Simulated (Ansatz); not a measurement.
### Question
Tc (hcp (Mg type), P6_3/mmc) is relaxed with plane-wave PAW PBE (Ansatz code). What lattice parameters of the conventional cell result?

### Answer
a = 2.752 Å, c = 4.403 Å.

Symmetry was held in the PBE relaxation. The run is not spin-polarised. Axis ratios of metals converge slowly with the k-mesh, so a and c are less sure than the volume.

Potentials: the later of the program's two PAW sets.
